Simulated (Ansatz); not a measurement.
WOTe (Janus 2H monolayer) was relaxed with 5 functionals in Ansatz, cell and atoms free, the symmetry of the start kept (meshes: PBE 12×12×1, r2SCAN 12×12×1, PBEsol 12×12×1, LDA 12×12×1, HSE06 6×6×1). These are computed values for a spin-unpolarised cell that may be hypothetical; none is a measurement.

The PBE result:
```
CELL_PARAMETERS angstrom
3.18737 0.00000 0.00000
-1.59368 2.76034 0.00000
0.00000 0.00000 30.64549
ATOMIC_POSITIONS crystal
W 0.33333 0.66667 0.30350
O 0.66667 0.33333 0.33849
Te 0.66667 0.33333 0.23905
```
Periodic in the plane only; c spans the vacuum.

In-plane lattice: a = 3.187 Å, b = 3.187 Å, γ = 120.0°; thickness between the outer nuclei 3.05 Å. W is surrounded by 3 O at 2.13 Å and 3 Te at 2.70 Å; O is surrounded by 3 W at 2.13 Å; Te is surrounded by 3 W at 2.70 Å and 6 Te at 3.19 Å.

Q: How does the cell change with HSE06?

A: a = 3.154 Å; the area differs by -2.1 % from PBE's. Around W lie 3 O at 2.11 Å and 3 Te at 2.67 Å; around O lie 3 W at 2.11 Å; around Te lie 3 W at 2.67 Å and 6 Te at 3.15 Å.

Q: How does the cell change with r2SCAN?

A: a = 3.173 Å; the area differs by -0.9 % from PBE's. W has 3 O at 2.12 Å and 3 Te at 2.68 Å; O has 3 W at 2.12 Å; Te has 3 W at 2.68 Å and 6 Te at 3.17 Å.

Q: Held at the r2SCAN cell, what mean stress do LDA and PBE find, and does its sign point to their own minimum?

A: Yes. LDA -3.81 N/m, and its relaxed area is -2.7 % from r2SCAN's; PBE +1.64 N/m, and its relaxed area is +0.9 % from r2SCAN's. Compression counts positive, so a positive stress asks for a larger cell.
